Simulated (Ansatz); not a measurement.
The elements of this relaxed trial crystal are hidden behind letters.

```
lattice vectors (Å)
  -2.4632    2.4632    2.4632
   2.4632   -2.4632    2.4632
   2.4632    2.4632   -2.4632
fractional positions
X 0.0000 0.5000 0.5000
X 0.5000 0.0000 0.5000
X 0.5000 0.5000 0.0000
Z 0.0000 0.0000 0.0000
```

Method: DFT PBE, scalar-relativistic, plane waves, PAW in Ansatz 0.2.0. Plane waves to 420 eV, a 14×14×14 mesh through Γ for the 4-atom cell and 0.10 eV Gaussian smearing; no spin polarisation.

```
Space group                                 : Im-3m (No. 229)
Conventional cell                           : a = 4.926 Å
Volume per atom                             : 14.94 Å³
Density                                     : 2.87 g/cm³
Energy over the elements                    : −0.13 eV/atom
Gap on the 14×14×14 mesh of the 4-atom cell : 0 eV (a metal)
```

Energies are uncorrected and count from the elements' standard states at the same level.

Question: X is a p-block element of period 3 and Z is a p-block element of period 2. Which elements are they?

Answer: X = Si, Z = F, so the formula is Si3F. Density times volume gives a mean mass of 2.87 × 14.94/1.6605 = 25.8 u per atom, and this set has 25.8 u. Among the elements that the hints allow, noble gases aside, only these give it. Si has 2 F at 2.46 Å and 4 Si at 2.46 Å; around F lie 6 Si at 2.46 Å (long against covalent radii, as for large ions).

An odd number of electrons in the primitive cell allows no gap without spin; a larger cell or a magnetic state could open one. Symmetry constrained the relaxation, so the result can be a saddle point. Another cell of Si3F relaxed alike, in Fm-3m, lies 50 meV/atom lower, so this cell isn't the stable form at this level.
